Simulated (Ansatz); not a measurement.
# Structures of Ti3O4: which is lowest?

Plane-wave DFT in Ansatz with scalar-relativistic PAW potentials, cutoff 420 eV, Γ-centred meshes chosen by cell and gap, Gaussian smearing with energies taken to zero width. Every cell was relaxed (cell and atoms) in a run of its own, within the symmetry of its start. Functional: PBEsol.

Relaxed structures (starts from databases or built by putting these elements on another compound's sites):
A. Cmmm, 7 atoms in the computed cell, a = 5.826 Å, b = 8.061 Å, c = 2.969 Å; sites (symmetry × multiplicity) Ti ..2/m × 4 + mmm × 2, O 2mm × 4 + m2m × 4; start: database
B. I4/mmm, 7 atoms in the computed cell, a = 4.100 Å, c = 8.098 Å; sites (symmetry × multiplicity) Ti -4m2 × 4 + 4/mmm × 2, O 4mm × 4 + mmm. × 4; start: database

Question: Rank them by energy. Could pressure change the order?

Answer:
| structure | group | E − E(lowest) (meV/atom) | V (Å³/atom) | gap on mesh (eV) |
| --- | --- | --- | --- | --- |
| B | I4/mmm | 0.0 | 9.72 | 0.00 |
| A | Cmmm | 38 | 9.96 | 0.00 |

B is lowest, 38 meV/atom under A. The lowest is also the densest of these, so pressure wouldn't bring one of the others in at first order. Other structures may lie lower than all of these, and vibrations aren't counted.

Spin polarisation was left out, and a magnetic state may lie lower.